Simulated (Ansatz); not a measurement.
Ansatz (a first-principles code) input:

Ansatz 0.2 input:
```yaml
crystal:
  lattice:
    - [3.9733545589, 0.0, 0.0]
    - [-1.9866772794, 3.4410259862, 0.0]
    - [0.0, 0.0, 3.513172287]
  atoms:
    - { symbol: Sc, position: [0.0, 0.0, 0.0] }
    - { symbol: Si, position: [0.3333333333, 0.6666666667, 0.5] }
    - { symbol: Si, position: [0.6666666667, 0.3333333333, 0.5] }
kpoints:
  mp_grid: { grid: [25, 25, 24] }
hamiltonian:
  xc: lda
  pseudopotentials: { kind: paw }
scf:
  occupations: { method: fermi_dirac, width: 0.1 }
elastic: { mode: relaxed_ion, stencil: two_point, amplitude: 0.005, f_tol: 0.0005 }
```

Output (shortened):

```
Pseudopotential: Sc, paw, valence charge 11
Pseudopotential: Si, paw, valence charge 4
Functional definition: SPW92
Crystal: 3 atoms, lattice volume = 48.034 Å³
Basis set: ecut = 420 eV, 947 PW (Γ)
Bands: 14, of which v1, the nominal top of the filled ones, is band 10 counted from 1 (9 counted from 0)
Symmetry: 24 space group operations
Space group: P6/mmm (ITA 191), of the structure as read, at distance tolerance 3.6e-5 Å
k-points: 845 of 15000
the search or the solves at the SCF's close seem to have found levels that the self-consistency loop had missed (the run counts 2) …
SCF 1 converged in 9 iterations: F = -3307.743825 eV  dr2 = 3.15e-15
Crystal: 3 atoms, lattice volume = 47.793 Å³
Symmetry: 8 space group operations
k-points: 2197 of 15000
SCF 2 converged in 8 iterations: F = -3307.743601 eV  dr2 = 8.66e-14
relax step   1: F+E_penalty+E_count = -3307.74360111 eV  Δ(F+E_penalty+E_count) = +0.000e0 eV  max|allowed force component| = 4.778e-2 eV/Å  Δτ_max = 0.0000 Å  (8 SCF iters, accepted)
Crystal: 3 atoms, lattice volume = 47.793 Å³
SCF 3 converged in 7 iterations: F = -3307.743676 eV  dr2 = 3.31e-15
relax step   2: F+E_penalty+E_count = -3307.74367553 eV  Δ(F+E_penalty+E_count) = -7.442e-5 eV  max|allowed force component| = 2.489e-2 eV/Å  Δτ_max = 0.0010 Å  (7 SCF iters, accepted)
Crystal: 3 atoms, lattice volume = 47.793 Å³
SCF 4 converged in 7 iterations: F = -3307.743703 eV  dr2 = 1.08e-14
relax step   3: F+E_penalty+E_count = -3307.74370311 eV  Δ(F+E_penalty+E_count) = -2.758e-5 eV  max|allowed force component| = 1.412e-4 eV/Å  Δτ_max = 0.0011 Å  (7 SCF iters, accepted)
Crystal: 3 atoms, lattice volume = 47.793 Å³
SCF 5 converged in 6 iterations: F = -3307.743703 eV  dr2 = 0.0
Crystal: 3 atoms, lattice volume = 48.274 Å³
SCF 6 converged in 8 iterations: F = -3307.742867 eV  dr2 = 8.28e-14
relax step   1: F+E_penalty+E_count = -3307.74286672 eV  Δ(F+E_penalty+E_count) = +0.000e0 eV  max|allowed force component| = 4.530e-2 eV/Å  Δτ_max = 0.0000 Å  (8 SCF iters, accepted)
Crystal: 3 atoms, lattice volume = 48.274 Å³
SCF 7 converged in 7 iterations: F = -3307.742961 eV  dr2 = 1.87e-14
relax step   2: F+E_penalty+E_count = -3307.74296129 eV  Δ(F+E_penalty+E_count) = -9.457e-5 eV  max|allowed force component| = 1.714e-3 eV/Å  Δτ_max = 0.0020 Å  (7 SCF iters, accepted)
Crystal: 3 atoms, lattice volume = 48.274 Å³
SCF 8 converged in 10 iterations: F = -3307.742961 eV  dr2 = 0.0
relax step   3: F+E_penalty+E_count = -3307.74296142 eV  Δ(F+E_penalty+E_count) = -1.365e-7 eV  max|allowed force component| = 9.751e-6 eV/Å  Δτ_max = 0.0001 Å  (10 SCF iters, accepted)
Crystal: 3 atoms, lattice volume = 48.274 Å³
SCF 9 converged in 6 iterations: F = -3307.742961 eV  dr2 = 0.0
Crystal: 3 atoms, lattice volume = 47.793 Å³
Basis set: ecut = 420 eV, 935 PW (Γ)
SCF 10 converged in 7 iterations: F = -3307.743101 eV  dr2 = 3.62e-14
Crystal: 3 atoms, lattice volume = 48.274 Å³
SCF 11 converged in 5 iterations: F = -3307.743509 eV  dr2 = 1.33e-14
Crystal: 3 atoms, lattice volume = 48.033 Å³
Basis set: ecut = 420 eV, 945 PW (Γ)
Symmetry: 4 space group operations
k-points: 3913 of 15000
SCF 12 converged in 8 iterations: F = -3307.743689 eV  dr2 = 5.13e-14
relax step   1: F+E_penalty+E_count = -3307.74368888 eV  Δ(F+E_penalty+E_count) = +0.000e0 eV  max|allowed force component| = 2.386e-4 eV/Å  Δτ_max = 0.0000 Å  (8 SCF iters, accepted)
Crystal: 3 atoms, lattice volume = 48.033 Å³
SCF 13 converged in 6 iterations: F = -3307.743689 eV  dr2 = 0.0
Crystal: 3 atoms, lattice volume = 48.033 Å³
SCF 14 converged in 8 iterations: F = -3307.743689 eV  dr2 = 4.99e-14
relax step   1: F+E_penalty+E_count = -3307.74368888 eV  Δ(F+E_penalty+E_count) = +0.000e0 eV  max|allowed force component| = 2.386e-4 eV/Å  Δτ_max = 0.0000 Å  (8 SCF iters, accepted)
Crystal: 3 atoms, lattice volume = 48.033 Å³
SCF 15 converged in 6 iterations: F = -3307.743689 eV  dr2 = 0.0
SCF converged after 9 iterations
Free energy (F): -3307.743825 eV
Harris-Foulkes:  -3307.743825 eV  (|F-HF|=9.09e-13)
Internal energy: -3307.688731 eV  (E = F + TS)
E sigma→0 (E₀):  -3307.716278 eV
Entropy (-TS):   -0.055095 eV (-18.365 meV/atom)
Fermi energy:    11.384259 eV
--- Per-component energies (eV) ---
  E_band       = -106.820598
  E_kinetic    = 349.874909
  E_local      = -881.639728  (includes V_loc(G=0)·N_el)
  E_nonlocal   = 140.546668
  E_hartree    = 318.053043
  E_xc         = -216.908922
  E_vxc        = -228.230759  (∫ρ·V_xc dr)
  E_paw        = -1882.600150  (= ΣΔE_a)
  E_vpaw       = -123.477795  (= ΣTr[D̂ρ^β])
  E_aug_tail   = 0.000021  (compensation charges beyond the density's cutoff)
  E_ewald      = -1135.488157
  E_core_change = 0.473584  (= ΣΔE_core)
  E_smearing   = -0.055095  (= −TS)
  E_closure    = 0.000000  (closes the sum)
  Σ components = -3307.743825   (vs F -3307.743825, Δ=0.00e0)
--- Forces (eV/Å), atoms counted from 1 ---
  atom   1  Sc     0.00000000     0.00000000     0.00000000
  atom   2  Si     0.00000000     0.00000000     0.00000000
  atom   3  Si     0.00000000     0.00000000     0.00000000
  max |Σ_I F_I| component: 3.70e-17 eV/Å
--- Stress (GPa, compression-positive) ---
       -0.250930       0.000000       0.000000
        0.000000      -0.250930       0.000000
        0.000000       0.000000       0.132892
  P = ⅓ Tr σ = -0.1230 GPa (-1.230 kbar)
--- Band table (eV; the first three rows and the last of 845) ---
  k-point 0: bands = ["-37.6820", "-16.6401", "-16.6401", "-16.5695", "-1.4439", "7.5718", "7.5718", "9.9962", "10.1019", "10.2288", "12.0384", "12.0384", "13.1771", "13.1771"]
  k-point 1: bands = ["-37.6819", "-16.6398", "-16.6398", "-16.5720", "-1.4266", "7.5869", "7.5869", "9.5038", "10.2469", "10.5465", "11.9144", "11.9144", "13.3259", "13.3259"]
  k-point 2: bands = ["-37.6814", "-16.6391", "-16.6391", "-16.5792", "-1.3754", "7.6319", "7.6319", "8.9267", "10.3009", "10.9912", "11.6492", "11.6492", "13.6657", "13.6657"]
  k-point 844: bands = ["-37.6682", "-16.6916", "-16.6656", "-16.6612", "2.2817", "2.6009", "6.0382", "7.5802", "7.7592", "12.0800", "13.2603", "13.6148", "14.0206", "14.2197"]
--- Elastic constants: 3 strain directions × 2 members + reference (group order 24) ---
  dense FFT box of the reference and of every strained cell: 27×27×24
  strains applied: 11, 33, 23; error gains …
  C = ∂σ_k/∂η_j (tension-positive GPa; Voigt order 11 22 33 23 13 12):
       131.645    168.531     56.067      0.000      0.000      0.000
       168.531    131.645     56.067      0.000      0.000      0.000
        56.466     56.466    138.624      0.000      0.000      0.000
         0.000      0.000      0.000     36.513      0.000      0.000
         0.000      0.000      0.000      0.000     36.513      0.000
         0.000      0.000      0.000      0.000      0.000    -18.443
  reference stress σ⁰ (GPa):      0.251      0.251     -0.133      0.000      0.000      0.000
  moduli (Voigt/Reuss/Hill, GPa): K = 107.12/100.12/103.62   G = 18.97/-141.04/-61.03   E = -227.84   ν = 0.866
  mechanically stable: NO (min eigenvalue of sym C = -36.89 GPa)
  strain η (Voigt 11):  stress-route row diagonal C_11 = 131.64 GPa, energy-path curvature d²(F+E_count+ΔE)/dδ²/Ω₀ = 131.62 GPa
         δ    σ_11 (GPa)             F (eV)   n_scf  n_hpsi   n_pw
    -5.000e-3      -0.4176       -3307.7437031       6  420125    966   relax 3 steps, max|allowed force component| 1.41e-4 eV/Å
     5.000e-3       0.8988       -3307.7429614       6  419752    988   relax 3 steps, max|allowed force component| 9.75e-6 eV/Å
  strain η (Voigt 33):  stress-route row diagonal C_33 = 138.62 GPa, energy-path curvature d²(F+E_count+ΔE)/dδ²/Ω₀ = 138.61 GPa
         δ    σ_33 (GPa)             F (eV)   n_scf  n_hpsi   n_pw
    -5.000e-3      -0.8346       -3307.7431015       7  213474    960   relax 0 steps, max|allowed force component| 1.11e-16 eV/Å
     5.000e-3       0.5517       -3307.7435094       5  166251    980   relax 0 steps, max|allowed force component| 4.07e-16 eV/Å
  strain η (Voigt 23):  stress-route row diagonal C_44 = 36.51 GPa, energy-path curvature d²(F+E_count+ΔE)/dδ²/Ω₀ = 36.48 GPa
         δ    σ_23 (GPa)             F (eV)   n_scf  n_hpsi   n_pw
    -5.000e-3      -0.1826       -3307.7436889       6  771065    972   relax 1 steps, max|allowed force component| 2.39e-4 eV/Å
     5.000e-3       0.1826       -3307.7436889       6  771101    972   relax 1 steps, max|allowed force component| 2.39e-4 eV/Å
```

Cost: around 26 core-minutes (rough) on shared cores.

The workflow started from an entry of the Crystallography Open Database (COD). Its standing as an ambient phase is unchecked. The LDA relaxation kept the symmetry of its start. At this level the phase is mechanically unstable. No spin polarisation was allowed. As this level gives no gap, shear constants depend on the k-mesh and smearing (Fermi–Dirac, 0.1 eV here).

Potentials: the later of the program's two PAW sets.

Ansatz is a plane-wave DFT program.
